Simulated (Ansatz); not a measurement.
Profile along the Mg–H line in KMgH3 (cubic perovskite)

KMgH₃ (cubic perovskite)

```
KMgH3
1.0
    3.99205     0.00000     0.00000
    0.00000     3.99205     0.00000
    0.00000     0.00000     3.99205
K Mg H
1 1 3
Direct
  0.00000   0.00000   0.00000
  0.50000   0.50000   0.50000
  0.50000   0.00000   0.50000
  0.00000   0.50000   0.50000
  0.50000   0.50000   0.00000
```

Fields along a shortest Mg–H line of a {110} plane (2.00 Å), from Mg to H, interpolated on the slice's grid (step about 0.2 Å). These are r2SCAN (plane waves to 500 eV, PAW, scalar-relativistic; Ansatz, a quantum-chemistry and plane-wave program) values and carry that method's errors. k mesh 8×8×8. These are valence fields of a PAW run, semicore shells included where kept as valence: close to a nucleus they are smooth pseudo fields. KMgH3 was relaxed with its symmetry unable to fall.

| distance from Mg (Å) | valence electron density (e/Å³) | electron localisation function |
|---|---|---|
| 0.00 | 29.84 | x |
| 0.10 | 29.33 | x |
| 0.20 | 23.60 | x |
| 0.30 | 16.26 | x |
| 0.40 | 9.41 | x |
| 0.50 | 4.46 | 0.43 |
| 0.60 | 1.73 | 0.35 |
| 0.70 | 0.60 | 0.21 |
| 0.80 | 0.26 | 0.08 |
| 0.90 | 0.19 | 0.08 |
| 1.00 | 0.19 | 0.16 |
| 1.10 | 0.21 | 0.47 |
| 1.20 | 0.25 | 0.78 |
| 1.30 | 0.31 | 0.98 |
| 1.40 | 0.40 | 1.00 |
| 1.50 | 0.53 | 0.99 |
| 1.60 | 0.71 | x |
| 1.70 | 0.99 | x |
| 1.80 | 1.37 | x |
| 1.90 | 1.77 | x |
| 2.00 | 1.96 | x |

x: too close to a nucleus for the ELF to mean much.

Density on the Mg–H line (2.00 Å) at its density minimum, 1.0 Å from Mg: 0.18 e/Å³. ELF at that point: 0.08. Character of the Mg–H contact (rough rule: ELF there above 0.7 covalent, below 0.2 ionic, polar between): closed-shell (ionic).
